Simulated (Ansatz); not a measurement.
Phonons of SrCd (CsCl-type structure)

Method: PBEsol, scalar-relativistic; no spin polarisation; PAW, 420 eV, Gaussian smearing of 0.15 eV; code Ansatz; PAW files: Ansatz's generated set soft_2.

```xyz
2
Lattice="3.9725 0.0000 0.0000 0.0000 3.9725 0.0000 0.0000 0.0000 3.9725" Properties=species:S:1:pos:R:3 pbc="T T T"
Sr    0.0000    0.0000    0.0000
Cd    1.9863    1.9863    1.9863
```

The start was a prototype's sites filled with these elements; the Crystallography Open Database holds the compound in this structure.

Force constants come from finite displacements in a 2×2×2 supercell (the unit cell's 8×8×8 k-mesh, folded to it); the long-range dipole term is not included. Points in reciprocal vectors of this cell: Γ = (0.000, 0.000, 0.000), X = (0.000, 0.500, 0.000), M = (0.500, 0.500, 0.000), R = (0.500, 0.500, 0.500).

Is the structure dynamically stable along this path, and where does the spectrum end?

Yes: no branch is imaginary beyond numerical noise. The highest frequency is 119 cm⁻¹, at M. Points that don't fit the supercell are interpolated.

Frequencies at the named points (cm⁻¹, imaginary ones negative):
```
point              ω (cm⁻¹)
    Γ     0 0 0 107 107 107
    X    63 75 75 84 84 115
    M   33 33 74 75 119 119
    R  54 54 54 118 118 118
```

What does the harmonic approximation give for the vibrational free energy, entropy and heat capacity?

Zero-point energy 14.7 meV/atom.
| T (K) | F_vib (meV/atom) | S (J/K per mole of atoms) | C_V (J/K per mole of atoms) |
| --- | --- | --- | --- |
| 100 | 2.9 | 25.1 | 22.2 |
| 200 | -32.3 | 41.3 | 24.2 |
| 300 | -80.6 | 51.2 | 24.6 |
| 400 | -137.5 | 58.3 | 24.8 |
| 500 | -200.9 | 63.8 | 24.8 |
| 600 | -269.4 | 68.3 | 24.9 |
| 700 | -342.3 | 72.2 | 24.9 |
| 800 | -418.9 | 75.5 | 24.9 |
| 900 | -498.7 | 78.4 | 24.9 |
| 1000 | -581.3 | 81.1 | 24.9 |

The highest mode, 119 cm⁻¹, is worth 170 K. At 300 K the heat capacity has reached 99 % of the classical limit 3R = 24.9 J/K per mole of atoms, since all modes lie under k_BT.

The crystal is a metal or nearly so; low and unstable modes depend on mesh and smearing.

Run time: 54 s on 4 threads of Arm Neoverse V2, with other jobs on the host, peak memory 2.1 GiB.
